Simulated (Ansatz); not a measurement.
**Phases of Na at 0.29 GPa**

Structure types of Na are relaxed in primitive cells with their symmetry kept at 0.29 GPa, on PAW files; LAPW relaxes the small cells further and takes the PAW cell for the others (marked *). The enthalpy is E + pV at zero temperature, without zero-point motion. Only the types listed were tried, and differences under about 5 meV/atom are mesh noise. The real phase may be another.

Level of theory: DFT with PBEsol, scalar-relativistic, in Ansatz 0.2.0; Fermi–Dirac smearing of 0.1 eV, no spin polarisation. LAPW: all electrons, basis error target 0.5 meV/atom; PAW: frozen-core files, cutoff 420 eV.

k meshes: fcc 13×13×13, bcc 13×13×13, hcp 12×12×7, sc 11×11×11, hP4 8×8×5, simple hexagonal 13×13×12.

The PAW files were made under PBE.

Task: Which type is lowest in enthalpy, and by how much?

Result: dhcp, 0 meV/atom below hcp, which is within the noise of the k meshes. The whole table:

```tsv
start type	ends as	a, b, c (Å)	V (Å³/atom)	H − H(lowest), LAPW (meV/atom)	same, PAW
fcc	fcc, Fm-3m	5.202, 5.202, 5.202	35.19	2.7	2.7
bcc	bcc, Im-3m	4.129, 4.129, 4.129	35.19	1.4	1.4
hcp	hcp, P6_3/mmc	3.682, 3.682, 5.995	35.20	0.4	0.4
sc	sc, Pm-3m	3.342, 3.342, 3.342	37.32	126.8	126.7
hP4*	dhcp, P6_3/mmc	3.707, 3.707, 11.809	35.13	0.0	0.0
simple hexagonal	simple hexagonal, P6/mmm	3.550, 3.550, 3.322	36.26	69.3	69.3
```
